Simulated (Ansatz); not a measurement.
Data:

Generalised stacking fault of V (bcc, W type) on the {211} plane. The cell below holds the perfect crystal with the plane normal along z; tilting its third vector by the shift puts one fault into each cell, between planes 1.22 Å apart, at fixed cell height.

```
V
1.0
    2.59561     0.00000     0.00000
    0.00000     4.23861     0.00000
    0.00000     0.00000     7.34149
V
6
Direct
  0.00000   0.00000   0.91667
  0.66667   0.50000   0.08333
  0.33333   0.00000   0.25000
  0.00000   0.50000   0.41667
  0.66667   0.00000   0.58333
  0.33333   0.50000   0.75000
```

In-plane vectors a = (2.596, 0.000) Å, b = (0.000, 4.239) Å, area 11.00 Å². The shift is s times the vector a (length 2.596 Å), so s = 1 restores the start. Atoms relax along the normal only. γ = [E(shift) − E(0)] / area.

All values below come from PBE (plane waves to 420 eV, PAW, scalar-relativistic; Ansatz, a first-principles code). k mesh 15×9×6 (Γ-centred), Fermi-Dirac smearing 0.05 eV. E is the zero-smearing estimate. With partly filled bands, the k mesh leaves noise in γ, roughly 0.02 J/m² as judged from a few cases. Faults lie only 7.3 Å apart, and holding the cell height raises γ above its relaxed value. V is run without spin polarisation. V was relaxed with its symmetry unable to fall. γ is measured from zero shift.

The scan covers s from 0.000 to 0.917 in 12 points.

At which s is γ highest?

s = 0.500.

Does γ have a local minimum between the ends of the line, and at which s?

No computed point is one.

What is the highest γ among twelve even steps of s?

0.81 J/m².

(The slope of γ gives the shear force per area between the displaced halves; near zero shift its curvature is an elastic stiffness.)
